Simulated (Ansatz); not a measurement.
Polymorphs of Ag₂S, each relaxed with PBEsol (plane waves, PAW; program Ansatz):

A: Cmcm
a = 4.6535 Å, b = 6.9311 Å, c = 7.2101 Å, α = β = γ = 90.00°

| atom | site | symmetry | x | y | z |
|---|---|---|---|---|---|
| Ag | 4b | 2/m.. | 0.0000 | 0.5000 | 0.0000 |
| Ag | 4c | m2m | 0.0000 | 0.1069 | 0.2500 |
| S | 4c | m2m | 0.0000 | 0.7269 | 0.2500 |

B: Cmce
a = 4.690 Å, b = 7.368 Å, c = 6.161 Å, α = β = γ = 90.00°

```
atom  site  symmetry       x       y       z
----  ----  --------  ------  ------  ------
Ag      8f       m..  0.0000  0.3316  0.1157
S       4a     2/m..  0.0000  0.0000  0.0000
```

C: Pc
a = 4.0688 Å, b = 6.4304 Å, c = 5.8499 Å, α = γ = 90.00°, β = 131.00°

```tsv
atom	site	symmetry	x	y	z
Ag	2a	1	0.1896	0.4023	0.4549
Ag	2a	1	0.1984	0.0497	0.7844
S	2a	1	0.8620	0.7391	0.4482
```

Q: Put the candidates in order of energy per atom at 0 K, lowest first, for PBEsol.

A: A (+0 meV/atom), C (+29 meV/atom), B (+53 meV/atom)

Q: Give each one's gap.

A: A 0.95 eV; B no gap; C no gap.

Standing as an ambient phase not checked: A; B; C. Unstable at this level: B. All cells were relaxed under the symmetry of their starts (and spin orders); stability against distortions was not tested throughout. Rows with no word on spin ran without spin polarisation. Spin–orbit coupling is left out wherever it is not named.

Energies hold the estimated change up to a 700 eV cutoff; steps of a few meV lie near the error of the meshes.

Potentials: the later of the program's two PAW sets.
